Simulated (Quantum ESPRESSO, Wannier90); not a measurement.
## Wannier functions of CsPbBr₃ (cubic perovskite)

```xyz
5
Lattice="5.9486 0.0000 0.0000 0.0000 5.9486 0.0000 0.0000 0.0000 5.9486" Properties=species:S:1:pos:R:3 pbc="T T T"
Cs     0.0000     0.0000     0.0000
Pb     2.9743     2.9743     2.9743
Br     2.9743     2.9743     0.0000
Br     0.0000     2.9743     2.9743
Br     2.9743     0.0000     2.9743
```

Cell from Materials Project (mp-600089), symmetrised, no further relaxation. COD (Crystallography Open Database) records the formula in this space group. Ideal cubic forms of this type are often high-temperature phases that distort on cooling; symmetry holds the cell here, and its stability was not tested. Computed values, not measurements, from PBEsol: Quantum ESPRESSO (norm-conserving PseudoDojo potentials, cutoff 50 Ry, no spin polarisation, no spin-orbit coupling) on a Γ-centred 6×6×6 mesh, then Wannier90. Density: 6×6×6 mesh, cold smearing 0.01 Ry. Spin-orbit coupling is left out although heavy elements are present.

Bands 7-9,14-22 form an isolated set from -14.49 to 0.00 eV relative to the valence-band maximum (on the path) and are turned into 12 Wannier functions by minimising the spread from the start: SCDM (isolated). Bands 10–13 (Cs 5p 74 %, Pb 6s 19 %, Br 4p 5 %) lie between the kept ones and are excluded.

Centres (Cartesian, Å; one of the equivalent choices) and spreads:

```csv
n,x,y,z,spread (Å²),nearest atom
1,0.121,2.737,-2.563,1.572,Br4
2,-2.737,-2.563,-0.121,1.572,Br3
3,2.563,-0.121,2.737,1.572,Br5
4,0.121,2.738,2.562,1.572,Br4
5,-2.562,-0.121,2.738,1.572,Br5
6,-2.738,2.562,-0.121,1.572,Br3
7,2.499,-2.974,-0.120,1.573,Br3
8,0.120,-2.499,-2.974,1.573,Br4
9,-2.974,-0.120,-2.499,1.573,Br5
10,-2.974,-2.975,0.376,3.488,Br3
11,-2.974,0.376,-2.975,3.488,Br5
12,-0.376,-2.975,-2.975,3.488,Br4
```

Ω_I = 21.65 Å², Ω_total = 24.62 Å²; the interpolated bands follow pw.x to 3.1 meV rms on the path. It is the lowest total spread that any start reached here.
